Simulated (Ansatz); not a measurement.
input.yaml (Ansatz)

```yaml
crystal:
  lattice:
    - [-2.4629378692, 2.0154969303, 1.800977971]
    - [2.0154969303, -2.4629378692, 1.800977971]
    - [4.4001486684, 4.4001486684, -2.6204668702]
  atoms:
    - { symbol: "Y", position: [0.9582627873, 0.0417372127, 1.0], spin: 1.0 }
    - { symbol: "Y", position: [0.7917372127, 0.2082627873, 0.5], spin: 1.0 }
hamiltonian:
  xc: pbe
  pseudopotentials:
    kind: paw
    azcp:
      "Y": "pseudopotentials/Y.paw.azcp"
basis:
  ecutwfc: 420
  fft_grid_basis: typed
kpoints:
  mp_grid: { grid: [19, 19, 9], shift: [0, 0, 0] }
magnetization:
  spin_polarized: true
scf:
  occupations: { method: fermi_dirac, width: 0.05 }
```

Terminal output

```
Engine: ansatz 0.2.0, x86_64-unknown-linux-gnu
Pseudopotentials: kind: paw
Pseudopotential: Y, paw, valence charge 11, recommended cutoff 420 eV (normal) 
Functional definition: PBE
  parameter kappa = 0.804
  parameter beta = 0.06672455060314922
  exchange = pbe_x(kappa = kappa, mu = beta*pi^2/3)
  correlation = pbe_c(beta = beta)
Crystal: 2 atoms, lattice volume = 65.728 Å³
Basis set: ecut = 420 eV, 1267 PW (Γ)
Bands: 16, of which v1, the nominal top of the filled ones, is band 11 counted from 1 (10 counted from 0)
Symmetry: 4 space group operations
Space group: C2/c (ITA 15), of the structure as read, at distance tolerance 4.0e-5 Å
Magnetic group: BNS 15.85 (UNI 92), of the structure as read, at distance tolerance 4.0e-5 Å
k-points: 860 of 3249
Non-local potential: Y, projectors of the file, l = 0: 3, l = 1: 2, l = 2: 2, l = 3: 1
PAW form: soft (Blöchl's): semilocal exchange-correlation on the pseudo side does not see the compensation charge
PAW one-centre angular grid: Y, 590 points (default); XC on 64 Gauss nodes
Initial density: superposition of atomic densities (chi_scale 0.1, normalization cell)
Starting moments: Σ|m| = 2 μB on 2 of 2 sites
Initial wavefunctions: pseudopotential atomic-orbital guess
Functional: x = pbe(κ = 0.804, μ = 0.2195149727645171), c = pbe(β = 0.06672455060314922)
iter 1 solved again at ethr=8.55e-4 eV; its pass at ethr=3.10e-3 eV (dr2=1.88e-1 eV) is discarded
SCF iter   1: F=—  HF=-7697.390434 eV  |F-HF|=—  |Δ(HF+E_count)|=         —  Δρ=1.79e-2 (↑1.79e-2 ↓1.05e-2)  dr2=1.85e-1  dr2_m=1.03e-1  M=0.864 μB ∫|m|=0.864 μB  β_m=0.30  ethr=8.55e-4  ⟨swp⟩=1.0  Hψ=158405  notcnv=0
Mixer restart at iter 1: flushing history
spin=Collinear: Kerker preconditioning applied to the charge; magnetization (m = ρ↑ − ρ↓) channel mixes plain (no charge-response kernel on spin).
SCF iter   2: F=—  HF=-7697.363958 eV  |F-HF|=—  |Δ(HF+E_count)|=   2.65e-2  Δρ=1.34e-2 (↑1.34e-2 ↓7.68e-3)  dr2=1.16e-1  dr2_m=5.46e-2  M=0.813 μB ∫|m|=0.813 μB  β_m=0.65  ethr=8.39e-4  ⟨swp⟩=1.0  Hψ=27520  notcnv=0
SCF iter   3: F=—  HF=-7697.345279 eV  |F-HF|=—  |Δ(HF+E_count)|=   1.87e-2  Δρ=1.30e-3 (↑1.18e-3 ↓1.30e-3)  dr2=2.70e-3  dr2_m=2.83e-4  M=0.593 μB ∫|m|=0.593 μB  β_m=0.82  ethr=5.28e-4  ⟨swp⟩=2.0  Hψ=47657  notcnv=0
SCF iter   4: F=—  HF=-7697.347225 eV  |F-HF|=—  |Δ(HF+E_count)|=   1.95e-3  Δρ=5.93e-4 (↑5.05e-4 ↓5.93e-4)  dr2=8.09e-5  dr2_m=1.67e-4  M=0.495 μB ∫|m|=0.495 μB  β_m=0.91  ethr=1.23e-5  ⟨swp⟩=2.0  Hψ=33074  notcnv=0
SCF iter   5: F=—  HF=-7697.348482 eV  |F-HF|=—  |Δ(HF+E_count)|=   1.26e-3  Δρ=5.27e-4 (↑5.08e-4 ↓5.27e-4)  dr2=1.38e-5  dr2_m=1.59e-4  M=0.430 μB ∫|m|=0.430 μB  β_m=0.96  ethr=3.68e-7  ⟨swp⟩=2.2  Hψ=44821  notcnv=0
SCF iter   6: F=—  HF=-7697.350003 eV  |F-HF|=—  |Δ(HF+E_count)|=   1.52e-3  Δρ=4.46e-4 (↑4.35e-4 ↓4.46e-4)  dr2=7.21e-6  dr2_m=1.16e-4  M=0.336 μB ∫|m|=0.337 μB  β_m=0.58  ethr=6.27e-8  ⟨swp⟩=3.0  Hψ=53179  notcnv=0
SCF iter   7: F=—  HF=-7697.352287 eV  |F-HF|=—  |Δ(HF+E_count)|=   2.28e-3  Δρ=1.54e-4 (↑1.54e-4 ↓1.35e-4)  dr2=5.68e-6  dr2_m=1.14e-5  M=0.114 μB ∫|m|=0.114 μB  β_m=0.87  ethr=3.28e-8  ⟨swp⟩=4.2  Hψ=71157  notcnv=0
SCF iter   8: F=—  HF=-7697.352587 eV  |F-HF|=—  |Δ(HF+E_count)|=   2.99e-4  Δρ=6.82e-5 (↑6.79e-5 ↓6.82e-5)  dr2=9.10e-6  dr2_m=1.22e-6  M=0.034 μB ∫|m|=0.034 μB  β_m=0.93  ethr=2.58e-8  ⟨swp⟩=3.0  Hψ=53480  notcnv=0
SCF iter   9: F=—  HF=-7697.352607 eV  |F-HF|=—  |Δ(HF+E_count)|=   2.01e-5  Δρ=3.07e-5 (↑2.70e-5 ↓3.07e-5)  dr2=4.65e-7  dr2_m=3.28e-7  M=0.016 μB ∫|m|=0.016 μB  β_m=0.88  ethr=2.58e-8  ⟨swp⟩=2.0  Hψ=46168  notcnv=0
SCF iter  10: F=—  HF=-7697.352614 eV  |F-HF|=—  |Δ(HF+E_count)|=   7.01e-6  Δρ=3.65e-6 (↑3.31e-6 ↓3.65e-6)  dr2=2.40e-8  dr2_m=3.18e-9  M=0.001 μB ∫|m|=0.001 μB  β_m=0.94  ethr=2.12e-9  ⟨swp⟩=3.0  Hψ=53059  notcnv=0
SCF iter  11: F=—  HF=-7697.352614 eV  |F-HF|=—  |Δ(HF+E_count)|=   4.85e-8  Δρ=1.33e-6 (↑1.12e-6 ↓1.33e-6)  dr2=1.08e-9  dr2_m=4.10e-10  M=0.001 μB ∫|m|=0.001 μB  β_m=0.97  ethr=1.09e-10  ⟨swp⟩=2.0  Hψ=44049  notcnv=0
SCF iter  12: F=—  HF=-7697.352614 eV  |F-HF|=—  |Δ(HF+E_count)|=   8.71e-9  Δρ=1.88e-7 (↑1.74e-7 ↓1.88e-7)  dr2=2.96e-11  dr2_m=8.89e-12  M=0.000 μB ∫|m|=0.000 μB  β_m=0.99  ethr=4.91e-12  ⟨swp⟩=2.9  Hψ=51039  notcnv=0
SCF iter  13: F=-7697.352614 eV  HF=-7697.352614 eV  |F-HF|=1.82e-12  |Δ(HF+E_count)|=  1.64e-10  Δρ=2.96e-8 (↑2.72e-8 ↓2.96e-8)  dr2=4.63e-13  dr2_m=3.10e-13  M=0.000 μB ∫|m|=0.000 μB  ethr=1.00e-12  ⟨swp⟩=1.0  Hψ=74232  notcnv=0
SCF 1 converged in 13 iterations: F = -7697.352614 eV  dr2 = 4.63e-13
WARN: the starting moments were not kept: the SCF closed with an absolute magnetisation of 1.1e-5 μB, where they sum to 2 μB in size (2 sites). That is at most 0.1 of that sum. Measured as dr2_m measures the in/out step, that magnetisation stands 6.2e-12 eV from none, at or under the dr2_threshold of 1.0e-7 eV: it is no larger than a step whose dr2_m would equal this threshold. The system may hold no moment; this SCF shows only that its start led to no more than that. To try another start: raise the starting moments (crystal.atoms[].spin, magnetization.per_species, magnetization.initial_magnetization, or on a non-collinear deck that types none of these the spinor_matrix: blocks that start its atoms; where the total moment is fixed, keep their sum and leave initial_magnetization as it is; typed ones take the place of any that the run laid by itself, positive ones on a crystal's lanthanoids without a Hubbard term where scf.initial_density.shell_occupations: [] is typed) or, if the notice of its spin-set hold's release reads "site moments contracting" or "site moments show no strong build", lengthen the hold (scf.mixing.spin_hold: { on: { confirm: 4 } }; for m-r²SCAN on two components see the key's manual first). Each may lead to a state that holds a moment. A second SCF, from the converged charge density, with the starting moments and any scf.initial_density.shell_occupations laid on it anew, would have followed, and was not run: the deck does not ask for one (magnetization.retry_lost_moments is false, the default). To let it run, set magnetization.retry_lost_moments: true and run the deck again, where that key's refused combinations let it; where memory then withholds it, that run's warning says so.
SCF converged after 13 iterations
Magnetization: 0.0000 μB (11.0000 up, 11.0000 down)
Absolute magnetization: 0.0000 μB (∫|ρ↑−ρ↓|, with the PAW one-centre terms)
Spin contamination: 0.0000 ħ² per cell (⟨S²⟩ above its minimum at these occupations)
Per-site moments (μB) at R_I (Å): [(3.1130107099797176e-6, 1.458862524547779), (3.113010709801794e-6, 1.458862524547779)]
Free energy (F): -7697.352614 eV
Harris-Foulkes:  -7697.352614 eV  (|F-HF|=1.82e-12)
Internal energy: -7697.320579 eV  (E = F + TS)
E sigma→0 (E₀):  -7697.336596 eV
Entropy (-TS):   -0.032035 eV (-16.018 meV/atom)
Fermi energy:    9.323581 eV
--- Per-component energies (eV) ---
  E_band       = -243.933213
  E_kinetic    = 608.823837
  E_local      = -1229.387606  (includes V_loc(G=0)·N_el)
  E_nonlocal   = 100.239622
  E_hartree    = 389.915709
  E_xc         = -345.734065
  E_vxc        = -396.884447  (∫ρ·V_xc dr)
  E_paw        = -5650.717618  (= ΣΔE_a)
  E_vpaw       = -106.556043  (= ΣTr[D̂ρ^β])
  E_aug_tail   = 0.000007  (compensation charges beyond the density's cutoff)
  E_ewald      = -1570.460463
  E_smearing   = -0.032035  (= −TS)
  E_closure    = 0.000000  (closes the sum)
  Σ components = -7697.352614   (vs F -7697.352614, Δ=0.00e0)
```
